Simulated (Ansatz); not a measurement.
**PdPt$_{3}$S$_{8}$: phonons across the zone**

Level of theory: DFT PBE, scalar-relativistic, plane waves, PAW (Ansatz 0.2.0). Plane waves to 420 eV; Γ-centred k mesh 12×12×1; fixed occupations. No spin polarisation. Phonons by linear response, acoustic sum rule imposed.

Relaxed structure:
```yaml
crystal:
  lattice:
    - [3.57187, 0.00000, 0.00000]
    - [-1.78594, 3.09333, 0.00000]
    - [0.00000, 0.00000, 25.85361]
  atoms:
    - { symbol: Pd, position: [0.00000, 0.00000, 0.00000] }
    - { symbol: Pt, position: [0.00000, 0.00000, 0.24839] }
    - { symbol: Pt, position: [0.00000, 0.00000, 0.50000] }
    - { symbol: Pt, position: [0.00000, 0.00000, 0.75161] }
    - { symbol: S, position: [0.66667, 0.33333, 0.20081] }
    - { symbol: S, position: [0.66667, 0.33333, 0.45241] }
    - { symbol: S, position: [0.66667, 0.33333, 0.70402] }
    - { symbol: S, position: [0.66667, 0.33333, 0.95243] }
    - { symbol: S, position: [0.33333, 0.66667, 0.04757] }
    - { symbol: S, position: [0.33333, 0.66667, 0.29598] }
    - { symbol: S, position: [0.33333, 0.66667, 0.54759] }
    - { symbol: S, position: [0.33333, 0.66667, 0.79919] }
```

The cell was found from a structure generator's guess, not taken from experiment. Spin–orbit coupling is left out, which matters for heavy elements. The q mesh is coarse, so values between its points are rough. Modes under 40 cm⁻¹ are poorly fixed. No dispersion correction is applied, so modes and constants that involve weak contacts between layers, chains or molecules come out too soft.

Force constants from linear response on a 2×2×1 q mesh.

(1) Is the structure dynamically stable on the q mesh?

(2) Give the frequencies (cm⁻¹) at the zone-boundary points of high symmetry (interpolated where a point lies off the q mesh).

Results:

(1) Yes, on this mesh: no mode is imaginary.

(2)
```csv
point,q,frequencies
M,0.500 0.000 0.000,102 102 102 115 130 130 130 134 194 194 194 214 240 249 267 267 267 273 273 273 292 296 302 308 308 309 310 310 310 317 319 319 320 337 337 337
K,0.333 0.333 0.000,107 108 108 120 175 175 175 175 175 175 192 192 248 248 274 274 274 274 275 275 280 300 300 305 307 307 307 319 319 319 319 319 319 319 319 319
A,0.000 0.000 0.500,≈0 ≈0 ≈0 ≈0 ≈0 ≈0 ≈0 ≈0 ≈0 ≈0 8 9 263 263 287 287 287 287 287 287 295 304 304 306 306 307 307 307 307 318 318 318 324 324 324 328
L,0.500 0.000 0.500,102 102 102 115 130 130 130 134 194 194 194 214 240 249 267 267 267 273 273 273 292 296 302 308 308 309 310 310 310 317 319 319 320 337 337 337
H,0.333 0.333 0.500,107 108 108 120 175 175 175 175 175 175 192 192 248 248 274 274 274 274 275 275 280 300 300 305 307 307 307 319 319 319 319 319 319 319 319 319
```
